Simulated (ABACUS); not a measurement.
A self-consistent single point of Ge (P6_3/mmc, 8 atoms in the cell; from Materials Project mp-1007760, changed as shown).

```
Ge
1.0
    3.99885     0.00000     0.00000
    0.00000     6.92620     0.00000
    0.00000     0.00000     6.60145
Ge
8
Direct
  0.50000   0.16667   0.06290
  0.00000   0.33333   0.93710
  0.00000   0.33333   0.56290
  0.50000   0.16667   0.43710
  0.00000   0.66667   0.06290
  0.50000   0.83333   0.93710
  0.50000   0.83333   0.56290
  0.00000   0.66667   0.43710
```

All values come from this method and carry its errors: LDA (PW92), PseudoDojo 0.4 standard norm-conserving LDA (tails mended) pseudopotentials (plane waves; ABACUS).

ABACUS settings:

* **KPT**: Gamma 6 4 4 0 0 0
* **basis_type**: pw
* **dft_functional**: PWLDA
* **ecutwfc**: 78 Ry
* **smearing_method**: fd
* **smearing_sigma**: 0.00734986 Ry
* **potentials**: PseudoDojo 0.4 standard norm-conserving LDA (tails mended)
* **symmetry**: 1
* **symmetry_prec**: 1e-05
* **ks_solver**: dav_subspace
* **scf_nmax**: 100
* **scf_thr**: 1.0e-09 Ry
* **mixing_type**: broyden
* **mixing_beta**: 0.4

Results:

- Number of valence electrons = 112
- Number of bands = 68
- Number of k-points after the program's reduction = 36
- Number of plane waves (most at a k-point) = 14405
- Number of SCF iterations = 9
- FFT grid = 45 × 75 × 72
- Free energy E − TS = -19425.5051 eV
- Pressure = -2.02 GPa
- Largest force (vector length) = 0.005 eV/Å

Forces (eV/Å):
```tsv
atom	Fx	Fy	Fz
Ge1	0.000	0.000	-0.005
Ge2	0.000	0.000	0.005
Ge3	0.000	0.000	-0.005
Ge4	0.000	0.000	0.005
Ge5	0.000	0.000	-0.005
Ge6	0.000	0.000	0.005
Ge7	0.000	0.000	-0.005
Ge8	0.000	0.000	0.005
```

Stress (GPa, positive for compression):
```
-1.73   0.00   0.00
 0.00  -2.01   0.00
 0.00   0.00  -2.31
```

For comparison: a first run was changed to give this one (lattice scaled by 1.02), and from it to this one the free energy stays essentially unchanged (within 1 meV/atom), the pressure goes from 2.14 to -2.02 GPa and the largest force goes from 0.018 to 0.005 eV/Å.

The structure comes from a collection of computed structures, made at another level of theory; the collection holds predicted forms beside known ones. Its lattice was then scaled. No clean gap shows at this smearing width and mesh (spacing up to 0.26 Å⁻¹); the mesh is coarse for partly filled bands, so the values carry mesh errors. Semi-local functionals can close small gaps.

Cost on one core: around 6 core-minutes (rough).

“Tails mended”: in these copies of the files the far tail of each local potential was reset to the Coulomb form.
